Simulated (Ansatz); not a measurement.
Input, command and steps of an Ansatz relaxation.

```yaml
crystal:
  lattice:
    - [6.8164059888, 0.0, 0.0]
    - [-3.4082029944, 5.9031807488, 0.0]
    - [0.0, 0.0, 3.29865705]
  atoms:
    - { symbol: Nb, position: [0.40185375, 0.40185375, 0.5] }
    - { symbol: Nb, position: [0.59814625, 0.0, 0.5] }
    - { symbol: Nb, position: [0.0, 0.59814625, 0.5] }
    - { symbol: Si, position: [0.66666667, 0.33333333, 0.0] }
    - { symbol: Si, position: [0.33333333, 0.66666667, 0.0] }
    - { symbol: Si, position: [0.0, 0.0, 0.5] }
    - { symbol: Re, position: [0.74144103, 0.74144103, 0.0] }
    - { symbol: Re, position: [0.25855897, 0.0, 0.0] }
    - { symbol: Re, position: [0.0, 0.25855897, 0.0] }
basis:
  ecutwfc: 420
kpoints:
  mp_grid: { grid: [6, 6, 12] }
hamiltonian:
  xc: pbesol
scf:
  occupations: { method: gaussian, width: 0.1 }
output:
  forces: true
  stress: true
  eigenvalues: true
  write_density: true
  write_potential: true
  elf: true
  volumetric_format: npy
relax:
  adjacent_minimum: "off"
  f_tol: 0.005
  max_steps: 80
  cell: { stress_tol: 0.05 }
```

```bash
ansatz run input.yaml --threads 2 --pin off --max-ram 5120MiB --backend cpu --events-out ev --progress --plain --runs-dir out
```

Theory: Ansatz 0.2.0, DFT PBEsol, scalar-relativistic, plane waves, PAW.

Of 6 frames 5 are shown, positions in Å and forces in eV/Å; the SCF threshold varies from step to step. Steps run on the plane waves of an earlier cell, with a Pulay correction in the pressure. The basis is chosen afresh for the last frame, the zero of the energies, and at times for earlier ones too; energy and pressure can step there, also at an unchanged geometry. Where two frames share a geometry here, they differ by under 2 meV/atom and 0.3 GPa. The mark taken_back stands on steps that the optimiser undid.

```xyz
9
Lattice="6.8164 0.0000 0.0000 -3.4082 5.9032 0.0000 0.0000 0.0000 3.2987" Properties=species:S:1:pos:R:3:forces:R:3 pbc="T T T" step=1 free_energy_over_end_meV_per_atom=0.65 pressure_GPa=-1.53
Nb    1.3696    2.3722    1.6493    0.0108    0.0187    0.0000
Nb    4.0772    0.0000    1.6493   -0.0216    0.0000    0.0000
Nb   -2.0386    3.5310    1.6493    0.0108   -0.0187    0.0000
Si    3.4082    1.9677    0.0000    0.0000    0.0000    0.0000
Si    0.0000    3.9355    0.0000    0.0000    0.0000    0.0000
Si    0.0000    0.0000    1.6493    0.0000    0.0000    0.0000
Re    2.5270    4.3769    0.0000    0.0113    0.0195    0.0000
Re    1.7624    0.0000    0.0000   -0.0225    0.0000    0.0000
Re   -0.8812    1.5263    0.0000    0.0113   -0.0195    0.0000
9
Lattice="6.8157 0.0000 0.0000 -3.4079 5.9026 0.0000 0.0000 0.0000 3.2530" Properties=species:S:1:pos:R:3:forces:R:3 pbc="T T T" step=2 free_energy_over_end_meV_per_atom=0.82 pressure_GPa=1.97 taken_back
Nb    1.3672    2.3681    1.6265   -0.0029   -0.0051    0.0000
Nb    4.0812    0.0000    1.6265    0.0059    0.0000    0.0000
Nb   -2.0406    3.5345    1.6265   -0.0029    0.0051    0.0000
Si    3.4079    1.9675    0.0000    0.0000    0.0000    0.0000
Si    0.0000    3.9351    0.0000    0.0000    0.0000    0.0000
Si    0.0000    0.0000    1.6265    0.0000    0.0000    0.0000
Re    2.5223    4.3688    0.0000    0.0134    0.0232    0.0000
Re    1.7711    0.0000    0.0000   -0.0268    0.0000    0.0000
Re   -0.8855    1.5338    0.0000    0.0134   -0.0232    0.0000
9
Lattice="6.8178 0.0000 0.0000 -3.4089 5.9044 0.0000 0.0000 0.0000 3.2769" Properties=species:S:1:pos:R:3:forces:R:3 pbc="T T T" step=3 free_energy_over_end_meV_per_atom=-0.04 pressure_GPa=-0.03
Nb    1.3692    2.3714    1.6385    0.0004    0.0006    0.0000
Nb    4.0795    0.0000    1.6385   -0.0007    0.0000    0.0000
Nb   -2.0397    3.5329    1.6385    0.0004   -0.0006    0.0000
Si    3.4089    1.9681    0.0000    0.0000    0.0000    0.0000
Si    0.0000    3.9363    0.0000    0.0000    0.0000    0.0000
Si    0.0000    0.0000    1.6385    0.0000    0.0000    0.0000
Re    2.5258    4.3748    0.0000    0.0063    0.0109    0.0000
Re    1.7663    0.0000    0.0000   -0.0126    0.0000    0.0000
Re   -0.8831    1.5296    0.0000    0.0063   -0.0109    0.0000
9
Lattice="6.8176 0.0000 0.0000 -3.4088 5.9042 0.0000 0.0000 0.0000 3.2768" Properties=species:S:1:pos:R:3:forces:R:3 pbc="T T T" step=4 free_energy_over_end_meV_per_atom=-0.04 pressure_GPa=-0.01
Nb    1.3692    2.3715    1.6384    0.0002    0.0003    0.0000
Nb    4.0792    0.0000    1.6384   -0.0004    0.0000    0.0000
Nb   -2.0396    3.5327    1.6384    0.0002   -0.0003    0.0000
Si    3.4088    1.9681    0.0000    0.0000    0.0000    0.0000
Si    0.0000    3.9361    0.0000    0.0000    0.0000    0.0000
Si    0.0000    0.0000    1.6384    0.0000    0.0000    0.0000
Re    2.5259    4.3749    0.0000    0.0025    0.0044    0.0000
Re    1.7659    0.0000    0.0000   -0.0051    0.0000    0.0000
Re   -0.8829    1.5293    0.0000    0.0025   -0.0044    0.0000
9
Lattice="6.8174 0.0000 0.0000 -3.4087 5.9040 0.0000 0.0000 0.0000 3.2770" Properties=species:S:1:pos:R:3:forces:R:3 pbc="T T T" step=6 free_energy_over_end_meV_per_atom=0.00 pressure_GPa=0.00
Nb    1.3692    2.3716    1.6385    0.0000   -0.0001    0.0000
Nb    4.0789    0.0000    1.6385    0.0001    0.0000    0.0000
Nb   -2.0395    3.5325    1.6385    0.0000    0.0001    0.0000
Si    3.4087    1.9680    0.0000    0.0000    0.0000    0.0000
Si    0.0000    3.9360    0.0000    0.0000    0.0000    0.0000
Si    0.0000    0.0000    1.6385    0.0000    0.0000    0.0000
Re    2.5259    4.3750    0.0000    0.0000    0.0001    0.0000
Re    1.7655    0.0000    0.0000   -0.0001    0.0000    0.0000
Re   -0.8828    1.5290    0.0000    0.0000   -0.0001    0.0000
```

The run took 100 s on 2 threads of Arm Neoverse V2 (shared host), peak memory 0.6 GiB.

Spin–orbit coupling is left out, which can shift energies with elements as heavy as these.